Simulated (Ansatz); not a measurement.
ZrTi3O8 on the sites of the anatase structure (relaxed group Cm) at its r2SCAN geometry, run in the plane-wave code Ansatz at 3 levels of theory. (Calculated; non-magnetic; the phase may be known or hypothetical.)

The PBE+SOC input:
```yaml
crystal:
  lattice:
    - [5.2919599038, -1.9229502802, 0.0386126336]
    - [5.2919599038, 1.9229502802, 0.0386126336]
    - [-2.7843430999, 0.0, 7.1413590118]
  atoms:
    - { symbol: Ti, position: [0.0071895915, 0.0071895915, 0.0133925032] }
    - { symbol: Ti, position: [0.2487934851, 0.2487934851, 0.3749863343] }
    - { symbol: O, position: [0.4487768329, 0.4487768329, 0.4747778664] }
    - { symbol: O, position: [0.2038482189, 0.2038482189, 0.1091228114] }
    - { symbol: O, position: [0.0389488169, 0.0389488169, 0.2713889804] }
    - { symbol: O, position: [0.791798659, 0.791798659, 0.3957446833] }
    - { symbol: Ti, position: [-0.0083999127, -0.0083999127, 0.4992926193] }
    - { symbol: Zr, position: [0.2526872541, 0.2526872541, 0.8707780931] }
    - { symbol: O, position: [0.472221102, 0.472221102, 0.9851723885] }
    - { symbol: O, position: [0.197348183, 0.197348183, 0.5873331616] }
    - { symbol: O, position: [0.0376845522, 0.0376845522, 0.7636806723] }
    - { symbol: O, position: [0.8091032171, 0.8091032171, 0.9043298863] }
kpoints:
  mp_grid: { grid: [8, 8, 4] }
  band_path:
    path:
      - [0.0, 0.0, 0.0]
      - [-0.2878123213, 0.2878123213, 0.0]
      - [0.2878123213, 0.7121876787, 0.0]
      - [0.5, 0.5, 0.0]
      - [0.5, 0.5, -0.5]
      - [0.2692009387, 0.7307990613, -0.5]
      - [-0.2692009387, 0.2692009387, -0.5]
      - [0.0, 0.0, -0.5]
      - [0.0, 0.5, -0.5]
      - [0.0, 0.5, 0.0]
      - [0.35, 0.35, 0.0]
    npoints: 1
hamiltonian:
  xc: pbe
scf:
  occupations: { method: fixed }
  n_extra_bands: 14
magnetization:
  noncollinear: true
  spin_orbit: true
output:
  forces: true
  stress: true
  eigenvalues: true
```

Main results, then, where recorded, the levels near the gap in eV from the Fermi energy (columns number the bands from 0), one row a point of the path (Γ, C, C₂, Y₂, M₂, D, D₂, A, L₂, V₂, Y₂–Γ (0.30)):
```
Crystal: 12 atoms, lattice volume = 145.757 Å³
Symmetry: 2 space group operations + 2 with time reversal
Magnetic group: BNS 8.33 (UNI 40)
```
```
Basis set: ecut = 420 eV, 2859 PW (Γ)
k-points: 78 of 256 (time reversal used)
SCF 1 converged in 13 iterations: F = -16241.043859 eV  dr2 = 4.56e-8
Free energy (F): -16241.043859 eV
Fermi energy:    7.284469 eV
--- Forces (eV/Å), atoms counted from 1 ---
  atom   1  Ti      0.01709      0.00000    -0.00778
  atom   2  Ti      0.02651      0.00000    -0.00520
  atom   3  O       0.08940      0.00000      0.02857
  atom   4  O       0.13522      0.00000    -0.03853
  atom   5  O     -0.07505      0.00000      0.00857
  atom   6  O     -0.09012      0.00000    -0.04036
  atom   7  Ti    -0.00486      0.00000      0.01853
  atom   8  Zr    -0.02454      0.00000    -0.00472
  atom   9  O       0.03260      0.00000    -0.00271
  atom  10  O       0.03036      0.00000      0.08362
  atom  11  O     -0.03448      0.00000      0.00556
  atom  12  O     -0.10213      0.00000    -0.04555
--- Stress (GPa, compression-positive) ---
        4.283349       0.000000       0.119140
        0.000000       3.917647       0.000000
        0.119140       0.000000       4.017482
  P = ⅓ Tr σ = 4.0728 GPa (40.728 kbar)
```

The PBE+SOC gap is indirect, 2.32 eV (V₂ to Γ), below the direct gap of 2.66 eV at Y₂–Γ (0.30 of the way from Y₂).

Q: Another run on the same cell gave
```
Basis set: ecut = 500 eV, 3697 PW (Γ)
k-points: 78 of 256 (time reversal used)
SCF 1 converged in 10 iterations: F = -16276.781543 eV  dr2 = 1.79e-8
Free energy (F): -16276.781543 eV
Fermi energy:    6.930661 eV
--- Forces (eV/Å), atoms counted from 1 ---
  atom   1  Ti      0.00177      0.00000    -0.00003
  atom   2  Ti      0.00069      0.00000      0.00045
  atom   3  O       0.00014      0.00000    -0.00043
  atom   4  O       0.00084      0.00000    -0.00120
  atom   5  O     -0.00026      0.00000      0.00198
  atom   6  O     -0.00082      0.00000    -0.00013
  atom   7  Ti    -0.00036      0.00000    -0.00110
  atom   8  Zr    -0.00082      0.00000      0.00234
  atom   9  O       0.00011      0.00000      0.00053
  atom  10  O     -0.00205      0.00000    -0.00440
  atom  11  O       0.00053      0.00000      0.00096
  atom  12  O       0.00028      0.00000      0.00108
--- Stress (GPa, compression-positive) ---
       -0.000561       0.000000       0.003334
        0.000000       0.013359       0.000000
        0.003334       0.000000       0.015648
  P = ⅓ Tr σ = 0.0095 GPa (0.095 kbar)
```
```tsv
band_44	band_45	band_46	band_47	band_48	band_49	band_50
-0.816	-0.730	-0.507	-0.443	2.695	3.387	3.881
-0.905	-0.856	-0.522	-0.124	3.631	3.693	3.789
-0.905	-0.856	-0.522	-0.124	3.631	3.693	3.789
-0.741	-0.739	-0.201	-0.173	2.879	3.180	3.740
-0.699	-0.684	-0.531	-0.527	3.179	3.442	3.697
-0.757	-0.523	-0.412	-0.139	3.481	3.575	3.694
-0.757	-0.523	-0.412	-0.139	3.481	3.575	3.694
-0.794	-0.784	-0.625	-0.431	3.386	3.459	3.515
-0.767	-0.613	-0.395	-0.151	3.507	3.532	3.663
-0.900	-0.753	-0.278	0.000	3.586	3.643	3.767
-0.834	-0.751	-0.244	-0.216	2.828	3.238	3.771
```
Which level of theory and mesh gave it?

A: It is r2SCAN, on 8×8×4; the blocks that differ from the first input, but for the band path:
```yaml
hamiltonian:
  xc: r2scan
scf:
  occupations: { method: fixed }
  n_extra_bands: 7
```
(magnetization left out)
The r2SCAN gap is indirect, 2.70 eV (V₂ to Γ), below the direct gap of 3.04 eV at Y₂–Γ (0.30 of the way from Y₂). The mean stress is close to zero (0.01 GPa).

PBE0. Against the first input these blocks differ (the band path and keys that only write files left aside):
```yaml
kpoints:
  mp_grid: { grid: [4, 4, 2] }
hamiltonian:
  xc: pbe0
scf:
  occupations: { method: fixed }
  n_extra_bands: 7
```
(magnetization left out)

```
Basis set: ecut = 420 eV, 2859 PW (Γ)
k-points: 14 of 32 (time reversal used)
SCF 1 stopped early in 5 iterations: F = -16239.967846 eV  dr2 = 8.08e-5
Exchange kernel: α = 0.2500, full range, Wigner–Seitz truncation, v(0) = 9530.7528 eV·Å³, q-mesh 4×4×2
SCF 2 stopped early in 7 iterations: F = -16240.948027 eV  dr2 = 3.34e-5
hybrid outer 1: dexx = +1.501e-1 eV, tail = 4.03e-4 eV
SCF 3 converged in 9 iterations: F = -16240.947553 eV  dr2 = 5.91e-9
hybrid outer 2: dexx = +4.858e-5 eV, tail = 2.27e-7 eV, Δε = 1.15e-2 eV, ΔF = 2.47e-2 eV/Å
SCF 4 converged in 3 iterations: F = -16240.947556 eV  dr2 = 2.17e-9
hybrid outer 3: dexx = +4.289e-8 eV, tail = 5.56e-9 eV, Δε = 2.57e-4 eV, ΔF = 2.22e-4 eV/Å
Free energy (F): -16240.947556 eV
Fermi energy:    5.889954 eV
--- Forces (eV/Å), atoms counted from 1 ---
  atom   1  Ti    -0.03618      0.00000      0.05945
  atom   2  Ti    -0.02251      0.00000      0.01679
  atom   3  O     -0.16592      0.00000    -0.05597
  atom   4  O     -0.16935      0.00000    -0.00219
  atom   5  O       0.13157      0.00000    -0.01377
  atom   6  O       0.16882      0.00000      0.07670
  atom   7  Ti    -0.01584      0.00000      0.02793
  atom   8  Zr      0.02809      0.00000      0.00149
  atom   9  O     -0.11516      0.00000    -0.03487
  atom  10  O     -0.06820      0.00000    -0.08301
  atom  11  O       0.14787      0.00000    -0.04451
  atom  12  O       0.11683      0.00000      0.05197
--- Stress (GPa, compression-positive) ---
       -2.703321       0.000000      -0.226410
        0.000000      -2.201819       0.000000
       -0.226410       0.000000      -2.457515
  P = ⅓ Tr σ = -2.4542 GPa (-24.542 kbar)
```
```tsv
band_44	band_45	band_46	band_47	band_48	band_49	band_50
-0.862	-0.770	-0.510	-0.447	4.567	5.394	5.939
-0.970	-0.911	-0.551	-0.126	5.653	5.744	5.815
-0.970	-0.911	-0.551	-0.126	5.653	5.744	5.815
-0.796	-0.787	-0.187	-0.159	4.796	5.136	5.796
-0.735	-0.718	-0.555	-0.550	5.132	5.406	5.695
-0.800	-0.558	-0.435	-0.142	5.479	5.591	5.725
-0.800	-0.558	-0.435	-0.142	5.479	5.591	5.725
-0.833	-0.827	-0.654	-0.437	5.354	5.462	5.507
-0.812	-0.657	-0.416	-0.155	5.503	5.547	5.675
-0.967	-0.800	-0.296	0.000	5.600	5.693	5.810
-0.889	-0.807	-0.231	-0.205	4.730	5.209	5.833
```

The PBE0 gap is indirect, 4.57 eV (V₂ to Γ), below the direct gap of 4.94 eV at Y₂–Γ (0.30 of the way from Y₂). The mean pressure at these positions is -2.5 GPa, compression counted positive. The stress of a hybrid is loosely converged here.

The hybrids run on coarser meshes, which limits their stresses and small splittings of levels.

Totals of different functionals, or with and without spin-orbit coupling, can't be compared.

Only the levels marked +SOC include spin-orbit coupling.

The meshes of the hybrids are coarse, so their gaps aren't converged to the digits shown.
